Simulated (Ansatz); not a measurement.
MoRu (rock salt, Fm-3m) under volume change, PBE (plane waves, PAW; program Ansatz), scaled uniformly.

```tsv
V (Å³/atom)	E − E(relaxed) (meV/atom)	P (GPa)
15.100	106.8	24.92
15.597	(withheld)	(withheld)
16.095	(withheld)	(withheld)
16.593	0.0	0.00
17.091	9.5	-5.95
17.589	36.0	-11.00
18.086	77.0	-15.27
```

Question: Fill in the missing entries.

Answer: 
- 16.095, E − E(relaxed) (meV/atom): 10.6
- 16.095, P (GPa): 7.00
- 15.597, E − E(relaxed) (meV/atom): 44.8
- 15.597, P (GPa): 15.24

Question: What does a third-order Birch–Murnaghan fit give for V₀, B₀ and B′?

Answer: V₀ = 16.59 Å³/atom, B₀ = 214 GPa, B′ = 4.4.

The start of the workflow was typed in or built on a structure type; neither database checked (COD, Materials Project) lists it. Its standing as an ambient phase is unchecked. Symmetry was held in the PBE relaxation; its stability against distortions is not shown here. No spin polarisation was allowed. Its formation energy is positive at this level, so the cell may be metastable or incomplete.

Potentials: the earlier of the program's two PAW sets.
